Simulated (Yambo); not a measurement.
Yambo run on LiNbO$_{3}$ (space group R-3, No. 148). The wavefunctions come from this Quantum ESPRESSO step (PBEsol, PseudoDojo standard norm-conserving files, scalar-relativistic):

```
&CONTROL
  calculation = 'nscf'
  pseudo_dir = './pseudo'
  outdir = './out'
/
&SYSTEM
  ibrav = 0
  nat = 10
  ntyp = 3
  ecutwfc = 84.0
  ecutrho = 336.0
  occupations = 'fixed'
  force_symmorphic = .true.
  nbnd = 183
/
&ELECTRONS
  conv_thr = 1e-08
  diago_full_acc = .true.
  diago_thr_init = 1e-08
/
ATOMIC_SPECIES
Li 6.9400 Li.upf
O 15.9990 O.upf
Nb 92.9064 Nb.upf
CELL_PARAMETERS angstrom
  2.642425140000   1.525604866000   4.845960000000
 -2.642425140000   1.525604866000   4.845960000000
  0.000000000000  -3.051209731000   4.845960000000
ATOMIC_POSITIONS crystal
Li   0.362190000000   0.362190000000   0.362190000000
Li   0.637810000000   0.637810000000   0.637810000000
O   0.216090000000   0.562160000000   0.954160000000
O   0.783910000000   0.437840000000   0.045840000000
O   0.562160000000   0.954160000000   0.216090000000
O   0.437840000000   0.045840000000   0.783910000000
O   0.954160000000   0.216090000000   0.562160000000
O   0.045840000000   0.783910000000   0.437840000000
Nb   0.144397000000   0.144397000000   0.144397000000
Nb   0.855603000000   0.855603000000   0.855603000000
K_POINTS automatic
2 2 2 0 0 0
```

Yambo input:

```
rim_cut
gw0
dyson
el_el_corr
HF_and_locXC
ppa
em1d
RandQpts= 1000000
RandGvec= 1 Ry
EXXRLvcs= 84 Ry
VXCRLvcs= 336 Ry
Chimod= "HARTREE"
% BndsRnXp
 5 | 182 |
%
NGsBlkXp= 7 Ry
% LongDrXp
 1.0 | 1.0 | 1.0 |
%
PPAPntXp= 27.2114 eV
% GbndRnge
 1 | 182 |
%
GTermKind= "BG"
DysSolver= "n"
ExtendOut
% QPkrange
 1 | 1 | 34 | 35 |
 2 | 2 | 34 | 35 |
 3 | 3 | 34 | 35 |
 4 | 4 | 34 | 35 |
%
```

k points by index: 1 = Γ, 2 = L, 3 = F, 4 = Z.

The o-*.qp file then holds:

```
#    K-point    Band    Eo [eV]    E [eV]    E-Eo [eV]    Vxc [eV]    Vnlxc [eV]    Sc|Eo [eV]    Sc|E [eV]    dSc/dw|Eo [eV]    Re(Z)    Im(Z)
#
    1    34    -0.142399    -0.679191    -0.536792    -19.64331    -24.63196    4.297812    4.451857    -7.807037    0.777057    -0.001358
    1    35    4.261321    5.532297    1.270975    -16.52360    -10.68868    -4.262704    -4.563943    -6.448876    0.808411    -0.001228
    2    34    -0.063832    -0.606441    -0.542609    -19.49309    -24.54822    4.355339    4.512523    -7.880730    0.775425    -0.001368
    2    35    3.870279    5.173940    1.303662    -16.96521    -11.22671    -4.131619    -4.434843    -6.328684    0.811308    -0.001168
    3    34    0.000000    -0.530234    -0.530234    -19.55632    -24.57748    4.337580    4.490922    -7.867584    0.775716    -0.001363
    3    35    3.843229    5.136885    1.293656    -17.07456    -11.38364    -4.094675    -4.397269    -6.364376    0.810446    -0.001186
    4    34    -0.223025    -0.793167    -0.570141    -19.00896    -24.09592    4.349987    4.516819    -7.960574    0.773664    -0.001406
    4    35    4.196475    5.497861    1.301386    -16.97479    -10.92735    -4.439244    -4.746059    -6.414769    0.809231    -0.001210
```
(The two width columns are left out.) Convergence of these settings isn't established.

Spin-orbit coupling is not included.

Geometry of the Materials Project entry, not relaxed at this level.

This is not the ordinary phase of the substance.
